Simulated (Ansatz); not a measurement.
Zr:
```cif
data_Zr2
_chemical_formula_sum 'Zr2'
_space_group_name_H-M_alt 'P 1'
_space_group_IT_number 1
_cell_length_a 3.24172
_cell_length_b 3.24172
_cell_length_c 5.14508
_cell_angle_alpha 90.000
_cell_angle_beta 90.000
_cell_angle_gamma 120.000
loop_
_space_group_symop_operation_xyz
  'x, y, z'
loop_
_atom_site_label
_atom_site_type_symbol
_atom_site_fract_x
_atom_site_fract_y
_atom_site_fract_z
_atom_site_occupancy
Zr1 Zr 0.33333 0.66667 0.75000 1
Zr2 Zr 0.66667 0.33333 0.25000 1
```

Relaxed with r²SCAN+D4.

Q: Which orbitals make up the states near the Fermi level in the program Ansatz at the r²SCAN+D4 level (PAW)?

A: Within 0.5 eV of the Fermi level: Zr 4d 90 %. Projections are on Löwdin-orthogonalised atomic valence shells; empty p or d shells of many metals are not among them.

Q: Tabulate the density of states.

A: States/eV per cell of 2 atoms, in 0.25 eV bins, energy from the Fermi level.

```tsv
E (eV)	total	Zr 4d	Zr 5s	Zr 4p
-6.10	0.00	0.00	0.00	0.00
-5.85	0.06	0.00	0.05	0.00
-5.60	0.11	0.00	0.10	0.00
-5.35	0.15	0.00	0.13	0.00
-5.10	0.19	0.00	0.16	0.00
-4.85	0.23	0.01	0.20	0.01
-4.60	0.27	0.01	0.23	0.01
-4.35	0.32	0.02	0.27	0.01
-4.10	0.38	0.04	0.31	0.01
-3.85	0.45	0.07	0.35	0.01
-3.60	0.57	0.13	0.40	0.02
-3.35	0.79	0.27	0.48	0.02
-3.10	1.76	1.07	0.63	0.03
-2.85	1.90	1.27	0.56	0.03
-2.60	2.18	1.64	0.47	0.03
-2.35	2.40	1.97	0.37	0.03
-2.10	2.81	2.48	0.26	0.04
-1.85	2.01	1.77	0.18	0.03
-1.60	1.96	1.74	0.15	0.03
-1.35	2.32	2.11	0.12	0.04
-1.10	2.63	2.39	0.12	0.04
-0.85	3.47	3.08	0.19	0.05
-0.60	2.86	2.49	0.19	0.04
-0.35	0.95	0.85	0.05	0.01
-0.10	1.33	1.18	0.05	0.02
0.15	2.61	2.34	0.11	0.03
0.40	3.42	3.08	0.16	0.03
0.65	3.13	2.77	0.16	0.02
0.90	3.41	2.97	0.20	0.02
1.15	3.49	3.01	0.21	0.02
1.40	3.84	3.40	0.18	0.02
1.65	2.69	2.41	0.08	0.01
1.90	1.93	1.80	0.03	0.01
2.15	1.49	1.42	0.02	0.00
2.40	1.46	1.40	0.02	0.00
2.65	1.41	1.35	0.02	0.00
2.90	1.40	1.35	0.02	0.00
3.15	1.39	1.34	0.02	0.00
3.40	1.42	1.36	0.03	0.00
3.65	1.49	1.42	0.04	0.00
3.90	1.71	1.61	0.06	0.00
```

Space group P6_3/mmc (hcp (Mg type)). The r²SCAN+D4 relaxation kept the symmetry of its start. The run is not spin-polarised. The pairwise dispersion correction was not fitted to metals. Spin–orbit coupling is left out wherever it is not named.

Potentials: the later of the program's two PAW sets.
